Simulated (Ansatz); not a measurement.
## What a change of settings does: fcc Al (110), 4 layers

First run: DFT, PBE, PAW with Ansatz's default frozen-core files, scalar-relativistic (Ansatz 0.2.0).

Command: `ansatz run input.yaml --threads 1 --pin off --max-ram 3584MiB --backend cpu --events-out ev --progress --plain --runs-dir out` It took 9.2 s on 1 thread of Arm Neoverse V2, with other jobs on the host, peak memory 0.4 GiB.

```yaml
crystal:
  lattice:
    - [2.8574853682, 0.0, 0.0]
    - [0.0, 4.041094562, 0.0]
    - [0.0, 0.0, 20.2862]
  atoms:
    - { symbol: Al, position: [0.25, 0.25, 0.3943560634] }
    - { symbol: Al, position: [0.75, 0.75, 0.4647853542] }
    - { symbol: Al, position: [0.25, 0.25, 0.5352146454] }
    - { symbol: Al, position: [0.75, 0.75, 0.6056439366] }
kpoints:
  mp_grid: { grid: [13, 9, 1] }
scf:
  occupations: { method: fermi_dirac, width: 0.08 }
hamiltonian:
  xc: pbe
  pseudopotentials: { kind: paw }
output:
  forces: true
  stress: true
  eigenvalues: true
  populations: true
efield:
  axis: 3
  amplitude: 0
  dipole_correction: true
```

The slab is cut from a bulk crystal relaxed on PAW files (its atoms may have been relaxed since).

It converges in 6 SCF iterations, largest force 0.227 eV/Å, work function 4.12 eV, cutoff 420 eV.

A second run of a changed input logged this at its end:

```
Error: inconsistent input (hamiltonian.hubbard.sites[].l, hamiltonian.hubbard.sites[].shell): the file of Al doesn't list 4f, and it can't be added: PBE doesn't bind the shell 4f of the free atom, whose level lies at +1.02 eV. Type an atom or ion with it (hamiltonian.pseudopotentials.projection_atoms), take another file or name another shell
```

Problem. What was wrong with the input?

Solution. The fault: a U on a shell that isn't there, by this change (others could give a like log):
```diff
   occupations: { method: fermi_dirac, width: 0.08 }
+  max_iter: 50
 hamiltonian:
   pseudopotentials: { kind: paw }
+  hubbard: { sites: [{ species: Al, l: f, u_eff: 30.0 }] }
 output:
```
